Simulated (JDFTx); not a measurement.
| Item | Result |
|---|---|
| surface | TiB2(1 0 -1 0), B outermost, slab composition Ti4B8 |
| bulk | TiB2, P6/mmm, lattice of mp-1145 (not re-optimised) |
| slab | 12 atoms in 12 planes, 1x1, 9.5 Å between the outermost planes |
| in-plane cell | 3.026 × 3.229 Å, 9.77 Å² |
| cell height | 25.6 Å |
| sampling | 8×6×1 k mesh, Fermi smearing 0.01 Ha, no spin polarisation |

Whether this polymorph is the ambient one wasn't checked. Neither spin polarisation nor a larger cell was tried.

Level of theory: PBE, GBRV ultrasoft potentials, plane waves to 20/100 Ha; code: JDFTx (a modified build). Liquid: CANDLE, water, 0.5 M NaCl. Between zero charge and 0.88 V from it the run gives σ = 9.6 μC/cm², a mean capacitance of 10.9 μF/cm². The liquid has ε = 78.4, a 1:1 salt at 0.5 M with linear (Debye) response, and T = 298 K.

A calculation by hand: the Debye length, the diffuse-layer capacitance, and the inner capacitance that is left when the two stand in series.

Each ion has density c = 0.5 × 6.022×10⁻⁴ = 3.011e-04 Å⁻³. λ² = ε kT / (8π (e²/4πε₀) c) with kT = 0.02568 eV and e²/4πε₀ = 14.40 eV Å gives λ = 4.30 Å; the log prints 4.30 Å. C_diffuse = ε₀ε/λ = 161 μF/cm². Then 1/C_inner = 1/10.9 − 1/161, so C_inner = 11.7 μF/cm², which equals a vacuum gap of ε₀/C_inner = 0.76 Å. The diffuse layer takes 7 % of the potential drop; the rest lies between the electrode's charge and the onset of the dielectric, with the electrode's own (quantum) capacitance in it. The split is a model: in the calculation solvent and ions share one smooth cavity.
